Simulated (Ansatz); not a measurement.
NiS2 in space group P2_1/c (No. 14; Ni on 2a, S on 4e), DFT-r²SCAN in the program Ansatz with PAW potentials, all energies at zero smearing, with the estimated change up to a 700 eV cutoff added, with one set of potentials and settings (totals compare only within such a set). Cell of 6 atoms (2 Ni, 4 S): -15315.886 eV.

```json
[
 {"element": "Ni", "reference phase": "Fm-3m, 1 atoms in the cell, spin-polarised", "E (eV/atom)": "-5845.2912"},
 {"element": "S", "reference phase": "P2/c, 32 atoms in the cell", "E (eV/atom)": "-905.8156"}
]
```

Formation energy per atom, worked out: (-15315.886 − 2×(-5845.2912) − 4×(-905.8156))/6 = -0.340 eV/atom (-33 kJ per mol of atoms), at 0 K, without zero-point energy or fitted corrections.

The workflow started from a Materials Project entry (that database holds measured and hypothetical structures alike); the Crystallography Open Database copy checked does not list it. COD files the formula under space group No. 205, so this cell is another polymorph or a model. Its standing as an ambient phase is unchecked. The cell was relaxed with r²SCAN under the symmetry of its start; whether a distortion lowers the energy is not shown. The run is not spin-polarised. A crystal of weakly bound layers computed without a dispersion correction: the cell and the soft elastic constants depend strongly on that. The references are the lowest solids computed at this level, not always the standard phases.

Potentials: the later of the program's two PAW sets.
